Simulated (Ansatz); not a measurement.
Calculated 17O NMR of the central transition for TiO2

Cell: a structure deposited in the COD, its atoms then relaxed with PBE in this cell.

Space group Pbca (No. 61); a = 5.1570, b = 9.1910, c = 5.4630 Å.

```
site  Wyckoff  site symmetry       x       y       z
  Ti       8c              1  0.1389  0.1290  0.9054
  O9       8c              1  0.8161  0.0097  0.8510
 O17       8c              1  0.4643  0.2299  0.8915
```

One atom of each set is listed.

Method: Kohn–Sham DFT in Ansatz, r2SCAN, plane waves and PAW (field gradients read without the response of the frozen cores, which leaves them typically 4 to 6 % off), scalar-relativistic, 500 eV cutoff, Γ-centred 4×3×4 k-points, Fermi–Dirac smearing 0.02 eV.

17O has I = 5/2 and Q = -25.58 mb (Pyykkö 2018); at 9.4 T its Larmor frequency is ν₀ = 54.3 MHz. Only the quadrupole interaction is simulated: positions count from each site's isotropic chemical shift, and J coupling is left out, as are shift anisotropy and dipolar coupling, which fast spinning averages.

**Question.** What does the 17O spectrum (fast magic-angle spinning) show for each site?

**Answer.** 

```
site          first shell  C_Q (MHz)     η  P_Q (MHz)  δ_QIS (ppm)  breadth (kHz)
  O9  3 Ti at 1.86–2.02 Å      -1.39  0.95       1.59        -5.13          0.615
 O17  3 Ti at 1.92–2.07 Å       1.66  0.76       1.81        -6.67          0.826
```

δ_QIS = −(ν_Q²/30ν₀²)[I(I+1) − 3/4](1 + η²/3) × 10⁶ ppm with ν_Q = 3|C_Q|/[2I(2I−1)]; it falls as 1/B₀² in ppm, and the breadth as 1/B₀ in kHz.
